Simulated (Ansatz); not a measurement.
## Ta2N: what symmetry allows forces and stress to be

```xyz
3
Lattice="3.1681 0.0000 0.0000 -1.5841 2.7437 0.0000 0.0000 0.0000 5.0294" Properties=species:S:1:pos:R:3 pbc="T T T"
Ta    1.5841    0.9146    3.8748
Ta    0.0000    1.8291    1.1546
N     0.0000    0.0000    0.0000
```

The calculation used Ansatz 0.2.0, DFT PBEsol, scalar-relativistic, plane waves, PAW.

Settings: cutoff 420 eV, Γ-centred mesh 15×15×10 on the computed 3-atom cell, Gaussian smearing of 0.10 eV; no spin polarisation.

This distorted cell has space group P-3m1, with 12 operations.

Q: Without a calculation: in which directions can each atom feel a force?

A: A force must be left unchanged by every operation that keeps its atom in place, so it lies in the space that those operations leave fixed. Atoms that the group maps onto each other feel forces of one size.
```json
{"atom": "Ta1", "site symmetry": "3m.", "operations at the site": "6", "equivalent to atom": "1", "allowed force (Cartesian)": "along (0.00, 0.00, 1.00)"}
{"atom": "Ta2", "site symmetry": "3m.", "operations at the site": "6", "equivalent to atom": "1", "allowed force (Cartesian)": "along (0.00, 0.00, 1.00)"}
{"atom": "N3", "site symmetry": "-3m.", "operations at the site": "12", "equivalent to atom": "3", "allowed force (Cartesian)": "none"}
```

That leaves 1 independent force component of 9. A relaxation in this cell that keeps the symmetry moves the atoms in these directions alone.

Q: And the stress tensor?

A: It must be invariant under the point group, which leaves 2 independent components: yz, xz, xy vanish; xx = yy.

Q: Do the computed values obey this?

A: Yes. Forces (eV/Å):
```
Ta1  0.000  0.000 -1.636
Ta2  0.000  0.000  1.636
N3   0.000  0.000  0.000
```

Stress (GPa, compression positive, xx yy zz yz xz xy): -13.49 -13.49 -20.22 0.00 0.00 0.00. The program imposes the same operations on density, forces and stress, so this confirms the analysis and is no independent test of the calculation.

Spin–orbit coupling is left out, which can shift energies with elements as heavy as these. Spin polarisation was left out, and a magnetic state may lie lower.